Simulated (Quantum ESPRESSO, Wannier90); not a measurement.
**Mg2Ge (anti-fluorite), plane waves to Wannier functions**

```yaml
crystal:
  lattice:
    - [0.00000, 3.18430, 3.18430]
    - [3.18430, 0.00000, 3.18430]
    - [3.18430, 3.18430, 0.00000]
  atoms:
    - { symbol: Mg, position: [0.75000, 0.75000, 0.75000] }
    - { symbol: Mg, position: [0.25000, 0.25000, 0.25000] }
    - { symbol: Ge, position: [0.00000, 0.00000, 0.00000] }
```

Structure: Materials Project mp-408, symmetrised, not relaxed again. COD (Crystallography Open Database) has an entry of this formula and space group (matched by these alone). Computed values, not measurements, from PBEsol: Quantum ESPRESSO (norm-conserving PseudoDojo potentials, cutoff 68 Ry, no spin polarisation, no spin-orbit coupling) on a Γ-centred 8×8×8 mesh, then Wannier90. Density: 8×8×8 mesh, cold smearing 0.01 Ry. Spin-orbit coupling, left out, would split the p-like bands by a few tenths of an eV. The gap is small at this level and was sampled on the meshes and a path alone.

Functional, cutoff and mesh named above are those of the base row (PBEsol); the first column says what each row takes instead. Model: 4 functions from bands 14-17, start SCDM (isolated) (the valence bands). Energies are relative to the valence-band maximum; the misfit is to pw.x on a path, for all bands of the set. The functional changes, each with its own PseudoDojo files and their cutoffs, on the same cell. Ω_total can sit in another minimum from row to row; Ω_I of an isolated set cannot.

```csv
functional,Ω_I (Å²),Ω_total (Å²),rms misfit (meV),gap (eV),bottom of band 14 (eV)
LDA,11.57,13.70,18,0.13,-9.82
PBE,11.43,13.56,16,0.14,-9.79
PBEsol,11.49,13.62,16,0.08,-9.80
```
